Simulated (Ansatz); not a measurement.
GaSb:
```yaml
crystal:
  lattice:
    - [0.00000, 2.84782, 2.84782]
    - [2.84782, 0.00000, 2.84782]
    - [2.84782, 2.84782, 0.00000]
  atoms:
    - { symbol: Sb, position: [0.00000, 0.00000, 0.00000] }
    - { symbol: Ga, position: [0.50000, 0.50000, 0.50000] }
```

Relaxed with PBEsol. Special points in fractions of this cell's reciprocal vectors: Γ (0.000, 0.000, 0.000); X (0.500, 0.000, 0.500); U (0.625, 0.250, 0.625); K (0.375, 0.375, 0.750); L (0.500, 0.500, 0.500); W (0.500, 0.250, 0.750).

### Question
List the band energies nearest the Fermi level at these points for PBEsol in the plane-wave PAW code Ansatz.

### Answer
In eV from the Fermi level; about four levels below and three above (degenerate sets whole), none deeper than 8.9 eV; points with the same levels are listed once.

```
k                    below                above
-  -----------------------  -------------------
Γ                        –  0.14 0.14 0.14 0.14
X  -5.35 -3.94 -2.51 -2.51       2.90 9.17 9.17
U  -6.15 -4.79 -1.84 -0.73       5.34 6.34 7.40
L                    -7.61  0.48 0.48 2.16 2.16
W  -8.63 -5.95 -4.27 -4.27  2.26 3.37 6.76 6.76
```

Space group Fm-3m (rock salt). The start of the workflow was typed in or built on a structure type; neither database checked (COD, Materials Project) lists it. It is not the phase usual at ambient conditions (space group No. 216). The cell was relaxed with PBEsol under the symmetry of its start; of distortions, only those at the zone centre were tested. Spin–orbit coupling is left out wherever it is not named.

Potentials: the later of the program's two PAW sets.
